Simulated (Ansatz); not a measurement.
# Two states of Ni₃Pb₂S₂

```
Pb Ni S
1.0
     2.81589   -1.63951   -4.59045
    -0.00985    3.25643   -4.58850
     2.84206    1.64324    4.60516
Pb Ni S
2 3 2
Direct
  0.01619 0.01960 0.02078
  0.49135 0.48087 0.43330
  0.53738 0.97723 0.52480
  0.00899 0.51756 0.55347
  0.95330 0.08565 0.53318
  0.30813 0.21879 0.83551
  0.66036 0.73445 0.13288
```

The numbers come from plane-wave PAW DFT (Ansatz): r2SCAN, with U_eff = 3.92 eV on Ni d (all-electron-ortho-atomic projectors), 500 eV, 4×4×4 (shifted by 0.5, 0.5, 0.5 steps) k points, fermi-dirac occupations (width 0.1263 eV). Nothing was relaxed. The cell carries a charge of +1 e on a uniform background.

State A: Ni3 up, Ni4 up, Ni5 up (collinear spin). State B: Ni3 up, Ni4 down, Ni5 up (collinear spin).

Q: Which state is lower, and how do they differ?

A: State A is lower by 8.2 meV an atom at zero smearing; in free energy at this smearing B lies +9.8 meV an atom from A. So small a gap isn't resolved on this mesh where a state is a metal.

```tsv
state	free energy (meV/atom)	largest moment in a small sphere (μB)	net moment (μB/cell)	gap on mesh (eV)	pressure (GPa)	largest force (eV/Å)
A	0.0	0.89	1.80	metal	n/a	3.03
B	9.8	0.86	0.66	metal	n/a	3.07
```

Origin: a strained cell with displaced atoms, so it need not be a known compound. Caveats: another magnetic order, which this cell may not hold, can open a gap; the k mesh is coarse if the cell is a metal; atoms or cell far from equilibrium; charged cell with a uniform background.
